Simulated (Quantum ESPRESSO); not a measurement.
BP has the cubic space group F-43m (No. 216), the zinc blende structure, Pearson symbol cF8. Lattice parameters: a = b = c = 4.5321 Å, α = β = γ = 90.00°. B on 4a is surrounded by 4 P at 1.962 Å (tetrahedral). P on 4c is surrounded by 4 B at 1.962 Å (tetrahedral). (Neighbours: up to the widest gap in distance over summed covalent radii, below 1.35, at either atom.)
(The calculation used a cell of 2 atoms; values per cell refer to that cell.)

The geometry is that of Materials Project entry mp-1479, symmetrised and not relaxed again.

Problem. What does PBE (Quantum ESPRESSO, PseudoDojo norm-conserving, 76 Ry, without SOC) give for the electronic structure near the Fermi level?

Solution. The PBE gap is indirect, 1.24 eV, from Γ to 85 % of the way from Γ to X; the smallest direct gap is 3.41 eV.
